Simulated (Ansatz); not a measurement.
These are results of DFT PBE, scalar-relativistic, plane waves, PAW (Ansatz), not measurements. All cells share a 420 eV cutoff and Γ-centred k meshes spaced at most about 0.3 Å⁻¹ (about 0.25 or finer for metals, 2π included). Collinear spin in cells that started with moments and kept them past the coarse steps, no spin elsewhere.

These are static total energies at zero pressure.

Two forms of Mn₂Al₂Cu were relaxed alike.

A. (site moments Mn 3.2, 3.4; Cu 0.1 μB)

```
CELL_PARAMETERS angstrom
4.13894 0.00000 0.00000
-2.06947 3.58443 0.00000
0.00000 0.00000 5.22640
ATOMIC_POSITIONS crystal
Mn 0.00000 0.00000 0.00000
Mn 0.33333 0.66667 0.50000
Al 0.66667 0.33333 0.74727
Al 0.66667 0.33333 0.25273
Cu 0.33333 0.66667 0.00000
```

B. (site moments Mn 2.3, 3.9 μB)

```
CELL_PARAMETERS angstrom
3.87869 0.00000 0.00000
0.00000 3.87869 0.00000
0.00000 0.00000 5.18048
ATOMIC_POSITIONS crystal
Mn 0.50000 0.50000 0.13478
Mn 0.00000 0.00000 0.30757
Al 0.50000 0.00000 0.85440
Al 0.00000 0.50000 0.85440
Cu 0.50000 0.50000 0.57437
```

Task: Which would you expect to be lower, and how large is the difference?

Result: A is lower, by 126 meV/atom. A has space group P-6m2 (No. 187), 15.5 Å³/atom and no gap on its mesh; B has space group P4mm (No. 99), 15.6 Å³/atom and no gap. Counting all near atoms (those within 1.25 times the shortest distance at each site; a plus sign parts nearer from farther groups; a slash parts the counts of unlike sites), A has Mn 8/3+6, Al 11, Cu 11 and B has Mn 5/12+4, Al 4+4, Cu 5. Even the lower one lies +0.16 eV/atom against the reference forms of the elements (uncorrected), so neither is stable at this level. In A, around Mn on its first site lie 3 Cu at 2.39 Å and 6 Al at 2.73 Å; Al has 2 Al at 2.58–2.64 Å, 6 Mn at 2.72–2.73 Å and 3 Cu at 2.73 Å; around Cu lie 3 Mn at 2.39 Å, 2 Mn at 2.61 Å and 6 Al at 2.73 Å; 1 more site not described. In B, around Mn on its first site lie 1 Cu at 2.28 Å, 4 Al at 2.42 Å, 4 Mn at 2.89 Å and 1 Cu at 2.90 Å; around Al lie 2 Cu at 2.42 Å, 2 Mn at 2.42 Å, 4 Al at 2.74 Å, 2 Mn at 3.05 Å and 2 Mn at 3.43 Å; Cu has 1 Mn at 2.28 Å, 4 Al at 2.42 Å, 1 Mn at 2.90 Å and 4 Mn at 3.07 Å; 1 more site not described. Both come from invented guesses.

The magnetic state reached may not be the lowest. Cells relaxed within their symmetry can be saddle points. Some candidate types were left out of the draw beforehand, so a known form may be missing.
